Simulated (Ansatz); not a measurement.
Pb2SeS in space group R-3m (No. 166; Pb on 6c, Se on 3a, S on 3b), PBEsol in the plane-wave PAW code Ansatz, all energies at zero smearing, with the estimated change up to a 700 eV cutoff added, with one set of potentials and settings (totals compare only within such a set). Cell of 4 atoms (2 Pb, 1 Se, 1 S): -29821.130 eV.

| element | reference phase | E (eV/atom) |
|---|---|---|
| Pb | Fm-3m, 1 atoms in the cell | -11754.9486 |
| Se | P3_121, 3 atoms in the cell | -5424.2079 |
| S | Fddd, 32 atoms in the cell | -884.8920 |

Formation energy per atom, worked out: (-29821.130 − 2×(-11754.9486) − 1×(-5424.2079) − 1×(-884.8920))/4 = -0.533 eV/atom (-51 kJ per mol of atoms), at 0 K, without zero-point energy or fitted corrections.

The first step of the workflow began from a Materials Project structure, measured or hypothetical; the Crystallography Open Database copy checked does not list it. Whether it is the stable phase at ambient conditions was not checked. Symmetry was held in the PBEsol relaxation; whether a distortion lowers the energy is not shown. The references are the lowest solids computed at this level, not always the standard phases. Spin–orbit coupling is left out wherever it is not named.

Potentials: the later of the program's two PAW sets.
